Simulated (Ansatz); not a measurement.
## BIr: enthalpy under pressure, worked through

The calculation used DFT PBEsol, scalar-relativistic, plane waves, PAW in Ansatz. (420 eV cutoff, 15×15×16 k-mesh, Gaussian smearing of 0.10 eV, no spin polarisation)

Starting point, cell and atoms relaxed:

```xyz
2
Lattice="3.0188 0.0000 0.0000 -1.5094 2.6143 0.0000 0.0000 0.0000 2.6956" Properties=species:S:1:pos:R:3 pbc="T T T"
B     0.0000    1.7429    1.3478
Ir    0.0000    0.0000    0.0000
```

Cell and atoms were relaxed at each target pressure within the start's symmetry (P-6m2), at zero temperature; other phases can be more stable under pressure. H = E + PV with P the target; E is the free energy at the smearing used, whose derivative the pressure is, per atom and counted from zero pressure. The mesh named is that at zero pressure; some other pressures ran on another.

Spin–orbit coupling is left out, which can shift energies with elements as heavy as these.

```
P (GPa) V (Å³/atom) E − E0 (meV) H − H0 (meV)
      0       10.637           0.0           0.0
      3       10.540           0.9         198.3
      8       10.390           6.0         524.8
     15       10.198          19.7         974.4
     30        9.837          69.8        1911.7
     60        9.275         226.1        3699.5
```

Problem. Thermodynamics gives dH/dP = V along a relaxed path. Integrate V over P by the trapezoid rule and compare with the computed enthalpies.

Solution. With 1 eV/Å³ = 160.22 GPa, each step adds the mean volume times ΔP / 160.22:
```
P (GPa)  ∫V dP (meV) H − H0 (meV) difference (meV)
      3        198.3         198.3               0.0
      8        524.9         524.8               0.1
     15        974.6         974.4               0.2
     30       1912.5        1911.7               0.7
     60       3701.8        3699.5               2.3
```

V(P) curves upward, so the trapezoid rule runs high; integrating a smooth curve through the same points puts that excess at about 3.5 meV at 60 GPa, against the 2.3 meV found.

Problem. At 60 GPa, how much of the enthalpy change is stored energy and how much is the PV term?

Solution. E rises by 226 meV/atom and PV is 60 × 9.275 / 160.22 = 3473 meV/atom, so PV makes 94 % of ΔH. So between rival structures at high pressure a small difference in volume can outweigh the difference in energy: 1 % of this volume is worth 34.7 meV/atom at this pressure.

Problem. What bulk modulus do the lowest pressures give, and how is the compression shared among the axes?

Solution. From the pressures that the runs reached, -3.00 GPa (10.738 Å³) and 3.00 GPa (10.540 Å³), B = −ΔP/Δln V = 6.00 / 0.0186 = 322 GPa, a mean over that range. The linear compressibilities −Δln(length)/ΔP are 1.24 along a, 1.24 along b, 0.63 along c (in TPa⁻¹). With fixed angles they add up to 1/B: 3.10 against 3.10. Softest: a and b, at 40 % of the volume change per axis.